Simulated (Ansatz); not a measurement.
The cell below belongs to a search over invented structures; it isn't taken from experiment.

Input and command of a plane-wave DFT calculation in Ansatz:

```yaml
crystal:
  lattice:
    - [3.1995441766, 1.8472576917, 4.5157154081]
    - [-3.1995441766, 1.8472576917, 4.5157154081]
    - [0.0, -3.6945153833, 4.5157154081]
  atoms:
    - { symbol: Si, position: [0.7332684858, 0.7332684858, 0.7332684858] }
    - { symbol: Si, position: [0.3414887419, 0.3414887419, 0.3414887419] }
    - { symbol: Si, position: [0.7217481218, 0.1879415946, 0.7217481218] }
    - { symbol: Si, position: [0.7217481218, 0.7217481218, 0.1879415946] }
    - { symbol: Si, position: [0.1879415946, 0.7217481218, 0.7217481218] }
    - { symbol: B, position: [0.8757397934, 0.3328462811, 0.8757397934] }
    - { symbol: B, position: [0.3328462811, 0.8757397934, 0.8757397934] }
    - { symbol: B, position: [0.8757397934, 0.8757397934, 0.3328462811] }
    - { symbol: B, position: [0.1367206868, 0.660420743, 0.1367206868] }
    - { symbol: B, position: [0.1367206868, 0.1367206868, 0.660420743] }
    - { symbol: B, position: [0.660420743, 0.1367206868, 0.1367206868] }
    - { symbol: B, position: [0.4948203982, 0.4948203982, 0.4948203982] }
    - { symbol: B, position: [0.1808945772, 0.1808945772, 0.9190073971] }
    - { symbol: B, position: [0.9190073971, 0.1808945772, 0.1808945772] }
    - { symbol: B, position: [0.1808945772, 0.9190073971, 0.1808945772] }
basis:
  ecutwfc: 420
kpoints:
  mp_grid: { grid: [6, 6, 6] }
hamiltonian:
  xc: pbe
scf:
  occupations: { method: gaussian, width: 0.1 }
output:
  forces: true
  stress: true
  eigenvalues: true
relax:
  adjacent_minimum: "off"
  f_tol: 0.01
  max_steps: 80
  cell: { stress_tol: 0.05 }
```

```bash
ansatz run input.yaml --threads 1 --pin off --max-ram 2560MiB --backend cpu --events-out ev --progress --plain --runs-dir out
```

Processor: Intel(R) Xeon(R) Processor @ 2.50GHz (Skylake/Cascade Lake), 1 thread, on a host shared with other jobs.

Problem. Estimate time, memory and problem size.

Solution. About 3.2 min, peak memory 0.48 GiB. It solves 40 bands at 32 k points (after reduction by symmetry) with about 3153 plane waves (on the last cell), in 28 SCF iterations over 6 ionic steps.
